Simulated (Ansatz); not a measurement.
# Profile along the Si–C line in SiC (wurtzite)

SiC (wurtzite)

```xyz
4
Lattice="3.0755 0.0000 0.0000 -1.5377 2.6634 0.0000 0.0000 0.0000 5.0486" Properties=species:S:1:pos:R:3 pbc="T T T"
Si     1.5377     0.8878     0.0025
Si     0.0000     1.7756     2.5268
C      1.5377     0.8878     3.1539
C      0.0000     1.7756     0.6296
```

Fields along a shortest Si–C line of a (1 -1 0 0) plane (1.90 Å), from Si to C, interpolated on the slice's grid (step about 0.2 Å). Computed with r2SCAN (plane waves to 500 eV, PAW, scalar-relativistic; Ansatz, an electronic-structure program). k mesh 12×12×7. These are valence fields of a PAW run, semicore shells included where kept as valence: close to a nucleus they are smooth pseudo fields. SiC was relaxed with its symmetry unable to fall. The PAW data are Ansatz's earlier set.

```tsv
distance from Si (Å)	valence electron density (e/Å³)	electron localisation function	density of the highest valence band (e/Å³)	density of the lowest conduction band (e/Å³)
0.00	0.12	x	0.004	0.035
0.10	0.12	x	0.004	0.035
0.19	0.14	x	0.007	0.035
0.29	0.18	x	0.014	0.036
0.38	0.25	x	0.027	0.038
0.47	0.34	0.49	0.045	0.041
0.57	0.46	0.67	0.068	0.043
0.67	0.58	0.81	0.091	0.045
0.76	0.69	0.90	0.112	0.045
0.85	0.79	0.92	0.131	0.044
0.95	0.88	0.93	0.149	0.043
1.04	0.99	0.93	0.169	0.044
1.14	1.13	0.91	0.193	0.049
1.23	1.30	0.89	0.219	0.056
1.33	1.49	0.83	0.242	0.065
1.42	1.67	0.71	0.248	0.073
1.52	1.73	x	0.227	0.075
1.61	1.73	x	0.173	0.072
1.71	1.61	x	0.097	0.065
1.80	1.47	x	0.030	0.058
1.90	1.46	x	0.023	0.058
```

x: too close to a nucleus for the ELF to mean much. Band densities are of whole bands, smooth part only.

Density on the Si–C line (1.90 Å) at its midpoint: 0.88 e/Å³. ELF at that point: 0.9. ELF maximum in the middle third of the Si–C line: 0.93, 1.0 Å from Si.
